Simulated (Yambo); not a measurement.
G0W0@LDA for ZnS (space group P6_3mc, No. 186) in Yambo (3×3×1 mesh, 7 Ry block, plasmon pole, screening fixed), without a terminator:

| bands N in G | gap Γ → Γ (eV) | shift of the valence edge (eV) |
|---|---|---|
| 166 | 3.429 | -0.282 |
| 254 | 3.425 | -0.559 |
| 374 | 3.432 | -0.685 |

Task: Extrapolate both columns to infinite N with E(N) = E∞ + A/N, test the form, and compare with the terminator.

Result: From two points, E∞ = (N2 E2 − N1 E1)/(N2 − N1). The two largest N give 3.45 eV for the gap and -0.95 eV for the shift; the two smallest give 3.42 eV and -1.08 eV. For the gap the slopes A are 1.9 and -5.5 eV: the form isn't reached, and its limit is uncertain. For the shift the slopes A are 130 and 100 eV: the form isn't reached, and its limit is uncertain. With the Bruneval-Gonze terminator and 374 bands the run gives 3.48 eV and -0.83 eV, 0.03 eV and 0.12 eV from the extrapolated values: the terminator too is an estimate of the remainder. Block, mesh and the bands in W are held fixed.

Geometry of the Materials Project entry, not relaxed at this level; primitive cell a = b = 3.808 Å, c = 18.679 Å, α = β = 90.00°, γ = 120.00°.

A shift is the quasiparticle energy of the state minus its LDA energy.
